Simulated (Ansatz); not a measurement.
**diamond against fcc along group 15**

These are results of Ansatz 0.2.0, DFT, r2SCAN, plane waves (500 eV) with PAW, scalar-relativistic, not measurements. The PAW files were generated under PBE, with cores re-solved for the functional.

Each structure is relaxed within its symmetry, in the lowest magnetic state of the tried starts. Differences under about 8 meV lie within the error of the k-point mesh.

```json
{"element": "P", "E(diamond) − E(fcc) (meV/atom)": "-439", "V(diamond) (Å³/atom)": "19.94", "V(fcc) (Å³/atom)": "14.64", "state of diamond": "spin not included", "state of fcc": "spin not included"}
{"element": "As", "E(diamond) − E(fcc) (meV/atom)": "-336", "V(diamond) (Å³/atom)": "27.93", "V(fcc) (Å³/atom)": "19.11", "state of diamond": "spin not included", "state of fcc": "spin not included"}
{"element": "Sb", "E(diamond) − E(fcc) (meV/atom)": "-97", "V(diamond) (Å³/atom)": "41.93", "V(fcc) (Å³/atom)": "27.18", "state of diamond": "spin not included", "state of fcc": "spin not included"}
{"element": "Bi", "E(diamond) − E(fcc) (meV/atom)": "-64", "V(diamond) (Å³/atom)": "47.37", "V(fcc) (Å³/atom)": "31.40", "state of diamond": "spin not included", "state of fcc": "spin not included"}
```
